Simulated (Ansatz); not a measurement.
Given:

IrRhN$_{2}$:
```cif
data_Ir3N6Rh3
_chemical_formula_sum 'Ir3 Rh3 N6'
_space_group_name_H-M_alt 'R-3m :H'
_space_group_IT_number 166
_space_group_name_Hall '-R 3 2"'
_cell_length_a 2.86262
_cell_length_b 2.86262
_cell_length_c 18.82533
_cell_angle_alpha 90.000
_cell_angle_beta 90.000
_cell_angle_gamma 120.000
loop_
_atom_site_label
_atom_site_type_symbol
_atom_site_symmetry_multiplicity
_atom_site_Wyckoff_symbol
_atom_site_fract_x
_atom_site_fract_y
_atom_site_fract_z
_atom_site_occupancy
Ir1 Ir 3 b 0.00000 0.00000 0.50000 1
Rh1 Rh 3 a 0.00000 0.00000 0.00000 1
N1 N 6 c 0.00000 0.00000 0.10198 1
```
(The calculation used a cell of 4 atoms; values per cell refer to that cell.)

This is the PBEsol-relaxed structure.

**Question.** All from PBEsol (plane waves, PAW; program Ansatz), unless another level is named. Predict the highest zone-centre frequency.

**Answer.** 714 cm⁻¹.

**Question.** What about the bulk modulus (Birch–Murnaghan fit)?

**Answer.** 215 GPa.

The start of the workflow was typed in or built on a structure type; neither database checked (COD, Materials Project) lists it. Whether it is the stable phase at ambient conditions was not checked. The cell keeps a stress of up to 0.3 GPa. The cell was relaxed with PBEsol under the symmetry of its start; its stability against distortions is not shown here. The workflow began spin-polarised and lost its moments. Its formation energy is positive at this level, so the cell may be metastable or incomplete. As this level gives no gap, phonon frequencies hold no LO–TO term and depend on the k-mesh and smearing (Fermi–Dirac, 0.1 eV here). Spin–orbit coupling is left out wherever it is not named.

Potentials: the earlier of the program's two PAW sets. The files were generated under PBE; for other functionals the program regenerates the frozen cores, and for LDA and PBEsol the local potential too.
